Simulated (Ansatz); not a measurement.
Ge2Mo in space group Fddd (No. 70; Ge on 16f, Mo on 8a), DFT-PBEsol in the program Ansatz with PAW potentials, all energies at zero smearing, with the estimated change up to a 700 eV cutoff added, with one set of potentials and settings (totals compare only within such a set). Cell of 6 atoms (4 Ge, 2 Mo): -26809.789 eV.

| element | reference phase | E (eV/atom) |
|---|---|---|
| Ge | Fd-3m, 2 atoms in the cell | -4253.4978 |
| Mo | Im-3m, 1 atoms in the cell | -4897.4695 |

Formation energy per atom, worked out: (-26809.789 − 4×(-4253.4978) − 2×(-4897.4695))/6 = -0.143 eV/atom (-14 kJ per mol of atoms), at 0 K, without zero-point energy or fitted corrections.

A made-up cell: these elements were put on the sites of a structure type; neither database checked (COD, Materials Project) lists it. COD files the formula under space group No. 62. Whether it is the stable phase at ambient conditions was not checked. Symmetry was held in the PBEsol relaxation; its stability against distortions is not shown here. No spin polarisation was allowed. The references are the lowest solids computed at this level, not always the standard phases.

Potentials: the later of the program's two PAW sets.
